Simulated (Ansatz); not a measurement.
Space group I4/mmm (No. 139). a = 3.518 Å, b = 3.518 Å, c = 10.414 Å, α = 90.00°, β = 90.00°, γ = 90.00°
| atom | site | symmetry | x | y | z |
| --- | --- | --- | --- | --- | --- |
| Y | 2b | 4/mmm | 0.5000 | 0.5000 | 0.0000 |
| Ni | 4d | -4m2 | 0.0000 | 0.5000 | 0.2500 |
| B | 4e | 4mm | 0.0000 | 0.0000 | 0.1433 |
| C | 2a | 4/mmm | 0.0000 | 0.0000 | 0.0000 |

Equation of state of this YNi₂B₂C structure (not necessarily the ground state), with shape and atoms relaxed at each volume where symmetry leaves them free. It has no gap at any of these volumes. These are results of Ansatz, DFT r2SCAN, scalar-relativistic, plane waves, PAW, not measurements.

Cutoff 500 eV; k points 14×14×14 on the computed 6-atom cell (Γ-centred); Gaussian smearing, width 0.10 eV; no spin polarisation.

```tsv
V (Å³/atom)	E − E(largest V) (meV/atom)	P (GPa)
10.095	4.74	13.66
10.417	-15.08	6.30
10.739	-21.20	-0.01
11.062	-15.59	-5.39
11.384	0.00	-9.97
```

Fit a third-order Birch–Murnaghan equation to E(V).

V0 = 10.74 Å³/atom, B0 = 194 GPa, B0' = 4.3.

Spin polarisation was left out, and a magnetic state may lie lower.

Cost: 5 runs of about 36 core-minutes in all, on Arm Neoverse V1 (shared hosts).